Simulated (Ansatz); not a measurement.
Consider the following.

Sb3Au:
```yaml
crystal:
  lattice:
    - [-2.95882, 2.95882, 2.95882]
    - [2.95882, -2.95882, 2.95882]
    - [2.95882, 2.95882, -2.95882]
  atoms:
    - { symbol: Sb, position: [0.00000, 0.50000, 0.50000] }
    - { symbol: Sb, position: [0.50000, 0.00000, 0.50000] }
    - { symbol: Sb, position: [0.50000, 0.50000, 0.00000] }
    - { symbol: Au, position: [0.00000, 0.00000, 0.00000] }
```

This is the r²SCAN-relaxed structure.

**Question.** All from DFT-r²SCAN in the program Ansatz with PAW potentials, unless another level is named. Predict the electronic character.

**Answer.** metallic (no gap).

**Question.** Predict the density of states at the Fermi level.

**Answer.** 0.45 states/eV per atom (mean over ±0.08 eV).

**Question.** Give the gap with spin–orbit coupling.

**Answer.** none (metallic).

Space group Im-3m. The workflow started from an entry of the Crystallography Open Database (COD). Its standing as an ambient phase is unchecked. The cell was relaxed with r²SCAN under the symmetry of its start; of distortions, only those at the zone centre were tested. Spin–orbit coupling is left out wherever it is not named.

Potentials: the later of the program's two PAW sets.
